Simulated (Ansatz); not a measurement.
Starting cell, LaTl3 (Cu3Au type):

```
LaTl3
1.0
    9.47588     0.00000     0.00000
    4.73794     4.73794     0.00000
    0.00000     0.00000     4.73794
La Tl
2 6
Direct
  0.00000   0.00000   0.00000
  0.50000   0.00000   0.00000
  0.75000   0.50000   0.50000
  0.25000   0.50000   0.50000
  0.25000   0.00000   0.50000
  0.75000   0.00000   0.50000
  0.00000   0.50000   0.00000
  0.50000   0.50000   0.00000
```

A phonon eigenvector at M = (0.5, 0.5, 0.0) is frozen into this cell: atom i moves by Q times the vector below, so Q is the largest atomic displacement, in Å. The cell is held. (q is in reciprocal vectors of the primitive cell; the cell shown is doubled to hold the pattern.)

```
atom      x      y       z
----  -----  -----  ------
Tl7   0.000  0.000  -1.000
Tl8   0.000  0.000   1.000
```

Atoms not listed stay in place.

Method: LDA (plane waves to 420 eV, PAW, scalar-relativistic; Ansatz, a quantum-chemistry and plane-wave program). k mesh 10×10×10 (Γ-centred), Fermi-Dirac smearing 0.05 eV. E stands for the smeared free energy. With partly filled bands, energies and forces of such displacements shift with the k mesh and the smearing. LaTl3 is run without spin polarisation. LaTl3 was relaxed with its symmetry unable to fall. Spin-orbit coupling is left out, though Tl is heavy. ΔE is measured from the undisplaced structure. The last digit holds for this mesh only.

```csv
Q (Å),ΔE (meV/cell)
-0.1000,24.91
-0.0833,17.29
-0.0667,withheld
-0.0500,6.22
-0.0333,2.76
-0.0167,0.69
0.0000,0.00
0.0167,0.69
0.0333,2.76
0.0500,6.22
0.0667,withheld
0.0833,17.29
0.1000,24.91
```

**Question.** Fit an even polynomial form (powers 2, 4) to the given rows and predict ΔE at Q = -0.0667.

**Answer.** Least squares on the 11 given rows: ΔE = (2490)·Q² + (130.2)·Q⁴, in meV/cell with Q in Å; root-mean-square residual 0.004 meV/cell. At -0.0667 the fit gives 11.08 meV/cell; the calculation gives 11.06 meV/cell, so the interpolation is off by 0.02 (+0.2 %). The quadratic term alone would give 11.08 meV/cell.

(A displaced cell: forces are minus the slopes of the energy, force constants its curvatures, and phonons follow from these.)
